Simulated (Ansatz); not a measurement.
SrTiHO$_{2}$:
```cif
data_HO2SrTi
_chemical_formula_sum 'Sr1 Ti1 O2 H1'
_space_group_name_H-M_alt 'P 1'
_space_group_IT_number 1
_cell_length_a 3.97649
_cell_length_b 3.97649
_cell_length_c 3.73946
_cell_angle_alpha 90.000
_cell_angle_beta 90.000
_cell_angle_gamma 90.000
loop_
_space_group_symop_operation_xyz
  'x, y, z'
loop_
_atom_site_label
_atom_site_type_symbol
_atom_site_fract_x
_atom_site_fract_y
_atom_site_fract_z
_atom_site_occupancy
Sr1 Sr 0.00000 0.00000 0.00000 1
Ti1 Ti 0.50000 0.50000 0.50000 1
O1 O 0.50000 0.00000 0.50000 1
O2 O 0.00000 0.50000 0.50000 1
H1 H 0.50000 0.50000 0.00000 1
```
Starting moments (μB, in the order of the atoms Sr Ti O O H): 0.0 1.0 0.0 0.0 0.0.

Relaxed with r²SCAN.

Task: Tabulate the valence density and the electron localisation function along the shortest Ti–H contact (1.87 Å), r²SCAN (plane waves, PAW; program Ansatz).

Result: 

```tsv
distance from Ti (Å)	density (e/Å³)	ELF
0.19	11.01	0.61
0.28	9.70	0.67
0.37	7.93	0.71
0.47	5.93	0.71
0.56	4.00	0.68
0.65	2.44	0.58
0.75	1.38	0.42
0.84	0.79	0.25
0.93	0.51	0.14
1.03	0.41	0.12
1.12	0.39	0.23
1.22	0.42	0.54
1.31	0.51	0.83
1.40	0.64	0.97
1.50	0.83	0.99
1.59	1.12	1.00
1.68	1.56	1.00
```

The density is the valence pseudo-density with augmentation charge, so density and ELF within about 1 Å of a nucleus are not all-electron values.

Space group P4/mmm. The start of the workflow was typed in or built on a structure type; neither database checked (COD, Materials Project) lists it. Whether it is the stable phase at ambient conditions was not checked. The cell was relaxed with r²SCAN under the symmetry of its start; its stability against distortions is not shown here. The final state is ferromagnetic, the only order run, not a proven ground state. The cell computed holds one magnetic atom, so no antiferromagnetic order was within reach. Other orbital occupations within this spin state were not tried. No Hubbard U is applied.

Potentials: the earlier of the program's two PAW sets.
